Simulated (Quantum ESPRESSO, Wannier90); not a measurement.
**MgS (rock salt): Wannier90 run**

```xyz
2
Lattice="0.0000 2.6044 2.6044 2.6044 0.0000 2.6044 2.6044 2.6044 0.0000" Properties=species:S:1:pos:R:3 pbc="T T T"
Mg     0.0000     0.0000     0.0000
S      2.6044     2.6044     2.6044
```

Cell from Materials Project (mp-1315), symmetrised, no further relaxation. COD (Crystallography Open Database) has an entry of this formula and space group (matched by these alone). Level: LDA, no spin polarisation, no spin-orbit coupling; pw.x of Quantum ESPRESSO at 68 Ry with PseudoDojo potentials, 8×8×8 k-points, Wannier90. Density: 10×10×10 mesh, cold smearing 0.01 Ry.

Band 5 is isolated and gives one Wannier function a cell (S2 3s 88 %, Mg1 3s 11 %; spread 1.18 Å²). Its on-site energy is ε = -11.374 eV relative to the valence-band maximum, and its hoppings t(R) = t(−R) to the nearer images are (images within this range that aren't listed have |t| under 5 meV):

```csv
R (lattice vectors; −R alike),distance (Å),t (eV)
0 0 1,3.68,-0.115
0 1 -1,3.68,-0.115
0 1 0,3.68,-0.115
1 -1 0,3.68,-0.115
1 0 -1,3.68,-0.115
1 0 0,3.68,-0.115
0 1 -2,6.38,0.005
0 1 1,6.38,0.005
0 2 -1,6.38,0.005
1 -2 0,6.38,0.005
1 -2 1,6.38,0.005
1 0 -2,6.38,0.005
1 0 1,6.38,0.005
1 1 -2,6.38,0.005
1 1 0,6.38,0.005
2 -1 -1,6.38,0.005
2 -1 0,6.38,0.005
2 0 -1,6.38,0.005
```

Question: Work out the band energy at Γ, X, U, K from these numbers.

Answer: For one orbital E(k) = ε + Σ_R 2 t(R) cos(2π k·R), the sum over the listed R.
- Γ, k = (0.000, 0.000, 0.000): E = -11.374 + (-0.115)·(12.00) + (0.005)·(24.00) = -12.63 eV; pw.x: -12.63 eV
- X, k = (0.500, 0.000, 0.500): E = -11.374 + (-0.115)·(-4.00) + (0.005)·(-8.00) = -10.95 eV; pw.x: -10.94 eV
- U, k = (0.625, 0.250, 0.625): E = -11.374 + (-0.115)·(-3.66) + (0.005)·(4.00) = -10.93 eV; pw.x: -10.94 eV
- K, k = (0.375, 0.375, 0.750): E = -11.374 + (-0.115)·(-3.66) + (0.005)·(4.00) = -10.93 eV; pw.x: -10.94 eV

At these points the listed shells miss the plane-wave band by up to 0.02 eV, of a width of 1.74 eV on the path. With all its hoppings the model misses the band by 0.1 meV at worst on the whole path; the listed shells hold nearly all of the dispersion.
